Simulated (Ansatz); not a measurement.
B2W: pressure against volume, fitted

```
CELL_PARAMETERS angstrom
3.02000 0.00000 0.00000
-1.51000 2.61540 0.00000
0.00000 0.00000 3.05000
ATOMIC_POSITIONS crystal
B 0.33333 0.66667 0.50000
B 0.66667 0.33333 0.50000
W 0.00000 0.00000 0.00000
```

Atom numbers follow the list: B1, B2, W3.

The conventional cell has a = 3.020 Å, b = 3.020 Å, c = 3.050 Å, α = 90.00°, β = 90.00°, γ = 120.00°. B (atom 1) has 3 B at 1.74 Å as nearest neighbours. W (atom 3) is surrounded by 12 B at 2.32 Å.

The cell comes from COD entry 1510851, which wasn't checked; take it as a given geometry.

Spin–orbit coupling is left out, though it moves levels of the heavy atoms by tenths of an eV or more.

Theory: DFT, LDA, all-electron LAPW, scalar-relativistic (Ansatz 0.2.0).

The runs use a Γ-centred 14×14×12 k mesh, Fermi–Dirac smearing of 0.05 eV, basis error target 0.5 meV/atom, no spin polarisation.

The cell is scaled evenly. Fractional coordinates are held (clamped ions).

| V (Å³/atom) | P (GPa) |
| --- | --- |
| 7.548 | 53.18 |
| 7.870 | 31.47 |
| 7.950 | 26.67 |
| 8.030 | 22.10 |
| 8.110 | 17.74 |
| 8.191 | 13.59 |
| 8.351 | 5.85 |
| 8.512 | -1.18 |

**Question.** Fit a third-order Birch–Murnaghan curve to the pressures.

**Answer.** P = (3B0/2)(y^(7/2) − y^(5/2))[1 + (3/4)(B0′ − 4)(y − 1)] with y = (V0/V)^(2/3) fits within 0.01 GPa for V0 = 8.484 Å³/atom, B0 = 360.1 GPa and B0′ = 4.00.

**Question.** Predict the pressure at the withheld volume, 7.709 Å³/atom.

**Answer.** There y = 1.0659, so the fit gives 41.79 GPa; the run gave 41.80 GPa.
